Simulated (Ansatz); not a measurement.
LuAl3N4: rattling a relaxed structure

The cell was found from a proposed guess, not taken from experiment.

Computed with DFT PBE, scalar-relativistic, plane waves, PAW (Ansatz). Plane waves to 420 eV, a k mesh through Γ of 4×4×6 on the computed 16-atom cell and Gaussian smearing (0.02 eV); no spin polarisation.

The cell below (16 atoms, space group Pmn2_1 (No. 31)) is relaxed within its symmetry.

```xyz
16
Lattice="6.5830 0.0000 0.0000 0.0000 5.6739 0.0000 0.0000 0.0000 5.1436" Properties=species:S:1:pos:R:3 pbc="T T T"
Lu    0.0000    4.7527    5.0429
Lu    3.2915    0.9212    2.4711
Al    0.0000    1.0557    2.5509
Al    3.2915    4.6182    5.1227
Al    1.6467    3.7430    2.5486
Al    4.9363    3.7430    2.5486
Al    4.9382    1.9309    5.1204
Al    1.6448    1.9309    5.1204
N     0.0000    1.1911    4.4540
N     3.2915    4.4828    1.8822
N     1.7998    3.6916    4.4423
N     4.7832    3.6916    4.4423
N     0.0000    4.7953    2.1830
N     5.0912    1.9823    1.8705
N     1.4917    1.9823    1.8705
N     3.2915    0.8786    4.7548
```

For the test it was strained at random (σ = 1.5 % a component), the atoms were moved at random (σ = 0.10 Å), and all was relaxed again on a coarse 4×4×2 mesh (in the run’s order of axes) with 0.10 eV smearing, with no symmetry imposed.

Problem. What happens?

Solution. It returns, within 1 meV/atom of the unmoved cell on that mesh and with the same symmetry when read at 0.1 Å (Pc at 0.01 Å, so small strains and shifts remain). No instability shows in this cell; modes of other wave vectors, which need another repeat, aren't tested.
